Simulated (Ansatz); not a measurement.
SnSe (rock salt, space group No. 225) is relaxed with r²SCAN+D4 (plane waves, PAW; program Ansatz). What lattice parameters of the conventional cell result?

a = 5.994 Å.

These are the values of the symmetrised cell.

Is it a metal or does it have a gap at this level?

No gap at this level.

Space group Fm-3m (rock salt). The start of the workflow was typed in or built on a structure type; the Crystallography Open Database files this formula in space group No. 225, but the cells were not matched. It is not the phase usual at ambient conditions (space group No. 62). Symmetry was held in the r²SCAN+D4 relaxation; whether a distortion lowers the energy is not shown. Scalar-relativistic: spin–orbit coupling is off unless named, which matters more the heavier the elements.

Potentials: the earlier of the program's two PAW sets.
